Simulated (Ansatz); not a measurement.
# Cd: the volume at rest

Cd in the hcp lattice, starting from this typed cell of 22.66 Å³ an atom.

```yaml
# lattice in Å, fractional positions
crystal:
  lattice:
    - [1.51500, -2.62406, 0.00000]
    - [1.51500, 2.62406, 0.00000]
    - [0.00000, 0.00000, 5.70000]
  atoms:
    - { symbol: Cd, position: [0.33333, 0.66667, 0.25000] }
    - { symbol: Cd, position: [0.66667, 0.33333, 0.75000] }
```

Method (Ansatz, development build): k mesh 6×6×4; Fermi–Dirac smearing of 0.1 eV; no spin. Cell and atoms are relaxed to zero stress with the symmetry kept and no dispersion correction.

Caveats: coarse k mesh.

Q: What volume results under PBE, and how much do the potentials matter?

A: 
```tsv
functional	potentials	cutoff (eV)	volume (Å³/atom)	change (%)
PBE	all-electron PAW datasets (no frozen core)	280	23.30	2.8
PBE	Ansatz hand-made PAW	520	23.30	2.8
PBE	PseudoDojo norm-conserving	1388	23.36	3.1
PBE	Ansatz norm-conserving	1071	23.30	2.8
```
